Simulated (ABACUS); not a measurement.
Energy against volume for a model cell of Hg (Fd-3m, 2 atoms in the cell; prototype structure): the cell is scaled uniformly, and the atoms keep their fractional positions.

```
CELL_PARAMETERS angstrom
      0.00000     3.24757     3.24757
      3.24757     0.00000     3.24757
      3.24757     3.24757     0.00000
ATOMIC_POSITIONS crystal
  Hg 0.75000 0.75000 0.75000
  Hg 0.50000 0.50000 0.50000
```

All values come from this method and carry its errors: PBEsol, PseudoDojo 0.4 standard norm-conserving PBEsol (tails mended) pseudopotentials (plane waves; ABACUS 3.10.1).

Held fixed: KPT = Gamma 10 10 10 0 0 0; basis_type = pw; ecutwfc = 66 Ry; smearing_method = gaussian; smearing_sigma = 0.0199916 Ry; potentials = PseudoDojo 0.4 standard norm-conserving PBEsol (tails mended); symmetry = 1; symmetry_prec = 1e-05; ks_solver = dav; scf_nmax = 100; scf_thr = 1.0e-09 Ry; mixing_type = pulay; mixing_beta = 0.4.

Lattice and positions were typed or generated, without prior relaxation.

```json
[
 {"V (Å³/atom)": "32.196", "V/V(base)": "0.940", "ΔF (meV/atom, from the lowest row)": "30.1", "pressure (GPa)": "2.88"},
 {"V (Å³/atom)": "32.881", "V/V(base)": "0.960", "ΔF (meV/atom, from the lowest row)": "19.3", "pressure (GPa)": "2.16"},
 {"V (Å³/atom)": "33.566", "V/V(base)": "0.980", "ΔF (meV/atom, from the lowest row)": "11.3", "pressure (GPa)": "1.55"},
 {"V (Å³/atom)": "33.909", "V/V(base)": "0.990", "ΔF (meV/atom, from the lowest row)": "8.2", "pressure (GPa)": "1.26"},
 {"V (Å³/atom)": "34.251", "V/V(base)": "1.000", "ΔF (meV/atom, from the lowest row)": "5.7", "pressure (GPa)": "1.02"},
 {"V (Å³/atom)": "34.594", "V/V(base)": "1.010", "ΔF (meV/atom, from the lowest row)": "3.7", "pressure (GPa)": "0.80"},
 {"V (Å³/atom)": "34.936", "V/V(base)": "1.020", "ΔF (meV/atom, from the lowest row)": "2.2", "pressure (GPa)": "0.59"},
 {"V (Å³/atom)": "35.621", "V/V(base)": "1.040", "ΔF (meV/atom, from the lowest row)": "0.4", "pressure (GPa)": "0.22"},
 {"V (Å³/atom)": "36.306", "V/V(base)": "1.060", "ΔF (meV/atom, from the lowest row)": "0.0", "pressure (GPa)": "-0.09"}
]
```

Q: Estimate the equilibrium volume and the bulk modulus from these points.

A: A third-order Birch-Murnaghan fit gives V0 = 36.16 Å³/atom and B0 = 15 GPa (largest residual 0.00 meV/atom). V0 and B0 belong to these fixed fractional positions and this cell shape; relaxing them, where they are free, usually lowers B0.

“Tails mended”: in these copies of the files the far tail of each local potential was reset to the Coulomb form.
